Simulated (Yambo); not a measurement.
G0W0@LDA for KBH$_{4}$ (space group P2_1/m, No. 11, within 0.06 Å of P4_2/nmc) in Yambo (2×2×2 mesh, 7 Ry block, plasmon pole, screening fixed), without a terminator:

```tsv
bands N in G	gap Γ → (-0.5, -0.5, 0) (eV)	shift of the valence edge (eV)
70	8.819	-1.434
124	8.886	-1.702
197	8.926	-1.834
```

### Question
Extrapolate both columns to infinite N with E(N) = E∞ + A/N, test the form, and compare with the terminator.

### Answer
From two points, E∞ = (N2 E2 − N1 E1)/(N2 − N1). The two largest N give 8.99 eV for the gap and -2.06 eV for the shift; the two smallest give 8.97 eV and -2.05 eV. For the gap the slopes A are -11 and -13 eV: the form isn't reached, and its limit is uncertain. For the shift the slopes A are 43 and 44 eV: the 1/N form holds. With the Bruneval-Gonze terminator and 197 bands the run gives 8.95 eV and -1.93 eV, 0.05 eV and 0.13 eV from the extrapolated values: the terminator too is an estimate of the remainder. Block, mesh and the bands in W are held fixed.

Geometry of the Materials Project entry, not relaxed at this level; primitive cell a = 4.663 Å, b = 4.678 Å, c = 6.549 Å, α = 90.00°, β = 90.07°, γ = 90.00°.

The structure is a Materials Project entry; no match was found in the copy of COD used, and its stability was not checked.

A shift is the quasiparticle energy of the state minus its LDA energy.
